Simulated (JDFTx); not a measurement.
```json
{
 "surface": "TiSi2(110), Si outermost, slab composition Ti4Si10",
 "bulk": "TiSi2, Cmcm, lattice of mp-1077503 (not re-optimised)",
 "slab": "14 atoms in 14 planes, 1x1, 7.4 Å between the outermost planes",
 "in-plane cell": "3.565 × 6.986 Å, 24.91 Å²",
 "cell_height": "23.2 Å",
 "sampling": "6×4×1 k mesh, Fermi smearing 0.01 Ha, no spin polarisation"
}
```

Whether this polymorph is the ambient one wasn't checked. Neither spin polarisation nor a larger cell was tried.

Method: PBE, GBRV ultrasoft potentials, plane waves to 20/100 Ha, in a modified build of JDFTx. Liquid: linear PCM (GLSSA13), water, 1 M NaCl. Between zero charge and -0.52 V from it the run gives σ = -7.1 μC/cm², a mean capacitance of 13.5 μF/cm². The liquid has ε = 78.4, a 1:1 salt at 1 M with linear (Debye) response, and T = 298 K.

A calculation by hand: the Debye length, the diffuse-layer capacitance, and the inner capacitance that is left when the two stand in series.

Each ion has density c = 1 × 6.022×10⁻⁴ = 6.022e-04 Å⁻³. λ² = ε kT / (8π (e²/4πε₀) c) with kT = 0.02568 eV and e²/4πε₀ = 14.40 eV Å gives λ = 3.04 Å; the log prints 3.04 Å. C_diffuse = ε₀ε/λ = 228 μF/cm². Then 1/C_inner = 1/13.5 − 1/228, so C_inner = 14.3 μF/cm², which equals a vacuum gap of ε₀/C_inner = 0.62 Å. The diffuse layer takes 6 % of the potential drop; the rest lies between the electrode's charge and the onset of the dielectric, with the electrode's own (quantum) capacitance in it. The split is a model: in the calculation solvent and ions share one smooth cavity.
